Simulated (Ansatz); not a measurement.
BaZrO$_{3}$:
```
CELL_PARAMETERS angstrom
      4.18066     0.00000     0.00000
      0.00000     4.18066     0.00000
      0.00000     0.00000     4.18066
ATOMIC_POSITIONS crystal
  Ba 0.00000 0.00000 0.00000
  Zr 0.50000 0.50000 0.50000
  O  0.50000 0.00000 0.50000
  O  0.00000 0.50000 0.50000
  O  0.50000 0.50000 0.00000
```

The program Ansatz at the PBEsol level (PAW) gives a gap of 3.17 eV without spin–orbit coupling, maximum on the R–M line, 3 % of the way from R, minimum at Γ.

Problem. What happens when spin–orbit coupling is switched on?

Solution. The gap drops by 0.03 eV, to 3.14 eV; maximum at R, minimum at Γ.

Problem. Give the electron effective mass with spin–orbit coupling, band 1 of 2 at the edge.

Solution. 0.82 along [100], 0.61 along [110], 0.51 along [111] (mₑ).

Problem. Give the electron effective mass with spin–orbit coupling, band 2 of 2 at the edge.

Solution. 0.34 along [100], 0.40 along [110], 0.46 along [111] (mₑ).

Space group Pm-3m (cubic perovskite). The cell was relaxed with PBEsol under the symmetry of its start. The run is not spin-polarised.

Potentials: the later of the program's two PAW sets.
